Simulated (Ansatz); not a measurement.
**Energy and pressure of MnSn₃ against volume, without spin**

Computed with DFT PBE, scalar-relativistic, plane waves, PAW (Ansatz 0.2.0).

```
Sn Mn
1.0
     0.00000    3.66844    3.66844
     3.66844    0.00000    3.66844
     3.66844    3.66844    0.00000
Sn Mn
3 1
Cartesian
  1.8342 1.8342 1.8342
  5.5027 5.5027 5.5027
  3.6684 3.6684 3.6684
  0.0000 0.0000 0.0000
```

* plane-wave cutoff: 420 eV
* Γ-centred k-mesh: 10×10×10
* occupation rule: Gaussian smearing, 0.1 eV
* spin treatment: unpolarised

The cell is scaled evenly at fixed fractional positions, V₀ being the volume of the cell shown; start: no spin polarisation. Energies are extrapolated to zero smearing. A spin-polarised state can lie lower, at larger volumes above all.

```tsv
V/V₀	E above lowest (meV/atom)	P (GPa)
0.800	47.8	8.9
0.860	0.0	2.1
0.920	3.9	-2.5
0.960	27.0	-4.7
1.000	62.0	-6.4
1.040	106.3	-7.7
1.100	185.2	-9.1
1.180	306.2	-10.3
```

Cost: 8 runs of about 2.3 core-minutes in all, on Intel Xeon Processor @ 2.50GHz (Skylake/Cascade Lake) (shared hosts).